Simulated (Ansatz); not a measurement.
Method: DFT PBE, scalar-relativistic, plane waves, PAW (Ansatz). All cells share a 420 eV cutoff and Γ-centred k meshes spaced at most about 0.3 Å⁻¹ (about 0.25 or finer for metals, 2π included). Collinear spin in cells that started with moments and kept them past the coarse steps, no spin elsewhere.

These are static total energies at zero pressure.

Two relaxed structures of Mn3P2:

A. (site moments Mn 1.9 (×2), -0.2; P -0.1 μB)

```
Mn P
1.0
     3.80833    0.00000    0.00000
    -1.90416    3.29811    0.00000
     0.00000    0.00000    4.88898
Mn P
3 2
Direct
  0.66667 0.33333 0.23991
  0.66667 0.33333 0.76009
  0.00000 0.00000 0.50000
  0.00000 0.00000 0.00000
  0.33333 0.66667 0.50000
```

B. (site moments Mn 2.7 (×3); P -0.1, -0.2 μB)

```
Mn P
1.0
     4.29590    0.00000    0.00000
     0.00000    4.29590    0.00000
     0.00000    0.00000    4.29590
Mn P
3 2
Direct
  0.00000 0.50000 0.50000
  0.50000 0.00000 0.50000
  0.50000 0.50000 0.00000
  0.50000 0.50000 0.50000
  0.00000 0.00000 0.00000
```

Question: Which would you expect to be lower, and how large is the difference?

Answer: A is lower, by 0.79 eV/atom. A has space group P-6m2 (No. 187), 12.3 Å³/atom and no gap on its mesh; B has space group Pm-3m (No. 221), 15.9 Å³/atom and no gap. Counting P atoms around Mn (those within 1.25 times the shortest such distance or 1.15 times the sum of covalent radii, 1.27 where that leaves under three; a plus sign parts nearer from farther groups; a slash parts the counts of unlike sites), A has Mn 3+2/6 and B has Mn 2+4. The denser one is the lower, and pressure would at first widen the difference. Both come from invented guesses.

The magnetic state reached may not be the lowest. Cells relaxed within their symmetry can be saddle points. Some types were kept out of the candidates beforehand, so the set may lack a known form.
